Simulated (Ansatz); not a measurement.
The guess for Ga₂BSb₃ was made by a generator: random cell by space group and Wyckoff sites (P4/mmm, No. 123). Lengths were set from tabulated atomic sizes, so they are only a guess.

```cif
data_structure
_symmetry_space_group_name_H-M 'P4/mmm'
_symmetry_Int_Tables_number 123
_cell_length_a 4.1125
_cell_length_b 4.1125
_cell_length_c 8.4327
_cell_angle_alpha 90.000
_cell_angle_beta 90.000
_cell_angle_gamma 90.000
_cell_volume 142.62
loop_
_atom_site_label
_atom_site_type_symbol
_atom_site_symmetry_multiplicity
_atom_site_Wyckoff_symbol
_atom_site_fract_x
_atom_site_fract_y
_atom_site_fract_z
_atom_site_occupancy
Ga1 Ga 2 h 0.50000 0.50000 0.80508 1
B1 B 1 b 0.00000 0.00000 0.50000 1
Sb1 Sb 1 a 0.00000 0.00000 0.00000 1
Sb2 Sb 2 g 0.00000 0.00000 0.27540 1
```

The calculation used Ansatz, DFT PBE, scalar-relativistic, plane waves, PAW. Cutoff 420 eV, Gaussian smearing, Γ-centred meshes. Cell and atoms relax first on a coarse mesh and then on a finer one. In between, the cell is made exact in the group found at 0.06 Å. In metals the finer mesh still leaves noise of several meV/atom or more. The steps can't lower the symmetry of their start. No spin polarisation.

A guess keeps its type if space group and coordination stay and the shape of the cell changes little (axis ratios within about 15 %, angles within 6°); the volume may change.

Task: Does this structure survive the relaxation?

Result: It doesn't keep its type. The symmetry stays P4/mmm (No. 123). The volume per atom grows by 6.5 %, from 23.8 to 25.3 Å³. The shortest distance goes from 1.89 Å (B–Sb) to 2.17 Å (B–Sb). The ratio c/a of the conventional cell changes by a factor of 2.31. Counting neighbours within 15 % of an atom's shortest distance, the start has B 2, Ga 9, Sb 1/2 and the end B 2, Ga 8, Sb 1/12. In detail, at the end Ga has 4 Ga at 3.18 Å, 4 Sb at 3.22 Å and 4 Sb at 3.79 Å; B has 2 Sb at 2.17 Å; around Sb on a site of symmetry 4/mmm lie 4 Sb at 3.18 Å and 8 Ga at 3.22 Å; 1 more site not described.

Space group P4/mmm (No. 123). a = 3.178 Å, b = 3.178 Å, c = 15.033 Å, α = 90.00°, β = 90.00°, γ = 90.00°
```json
{"atom": "Ga", "site": "2h", "symmetry": "4mm", "x": "0.5000", "y": "0.5000", "z": "0.8470"}
{"atom": "B", "site": "1b", "symmetry": "4/mmm", "x": "0.0000", "y": "0.0000", "z": "0.5000"}
{"atom": "Sb", "site": "1a", "symmetry": "4/mmm", "x": "0.0000", "y": "0.0000", "z": "0.0000"}
{"atom": "Sb", "site": "2g", "symmetry": "4mm", "x": "0.0000", "y": "0.0000", "z": "0.3559"}
```

The last run used a 12×12×4 mesh (in the run's order of axes) for its 6-atom cell and Gaussian smearing of 0.10 eV. No dispersion correction is applied, so the spacing and binding between layers, chains or molecules are poorly described. Spin–orbit coupling, which can matter for Sb, is left out. A structure relaxed within its symmetry needn't be a true minimum.

In counts of neighbours, a slash parts the counts of unlike sites.
